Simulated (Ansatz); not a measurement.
**Question.** Band gap from LDA minus that from r²SCAN (eV), each on its own relaxed cell (Ansatz, a first-principles code, plane waves, PAW; no spin–orbit coupling, no Hubbard U), over 16 phases of the class «nitrides»: what sign and size do you expect?

**Answer.** Mean -0.50 eV, median -0.50 eV, mean absolute 0.50 eV; eight in ten lie between -0.82 and -0.22 eV, and 0 % are above zero.

Some cases that may be named, with their rank among the 16 from the lowest: BN, R3m (B on 3a, N on 3a) -0.83 eV (rank 1); BN, wurtzite -0.82 eV (rank 2); CaZrN2, R-3m (Ca on 3a, Zr on 3b, N on 6c) -0.52 eV (rank 8); Sr3BiN, anti-perovskite -0.47 eV (rank 9); GaN, zinc blende -0.21 eV (rank 15); InGaN2, P3m1 (In on 1a, Ga on 1c, N on 1c, N on 1a) -0.21 eV (rank 16).

The phases are those computed here (of each formula those with measured values and the lowest at some level), not a balanced benchmark, and neither functional is the truth. Pairs that end in unlike spin orders or unlike minima (c/a over 6 % apart, 30 % for weakly bound crystals), magnets with 4f shells, solids of gases and phases set aside for tests are left out.

1 are weakly bound layers, chains or molecules.

Built on a structure type that need not be the filed one of that space group: BN, R3m (B on 3a, N on 3a). Not the usual ambient phase: BN, R3m (B on 3a, N on 3a). Standing as an ambient phase not checked: CaZrN2, R-3m (Ca on 3a, Zr on 3b, N on 6c); Sr3BiN, anti-perovskite; InGaN2, P3m1 (In on 1a, Ga on 1c, N on 1c, N on 1a). Weakly bound layers, chains or molecules computed without a dispersion correction, so cells and soft constants are ill determined: BN, R3m (B on 3a, N on 3a) with LDA. Perhaps ordered models of mixed-site phases: InGaN2, P3m1 (In on 1a, Ga on 1c, N on 1c, N on 1a). All cells were relaxed under the symmetry of their starts (and spin orders); stability against distortions was not tested throughout. Named crystals with no word on spin ran without spin polarisation. Scalar-relativistic: spin–orbit coupling is off unless named, which matters more the heavier the elements.

Potentials: the later of the program's two PAW sets.

Ansatz is a plane-wave DFT program.
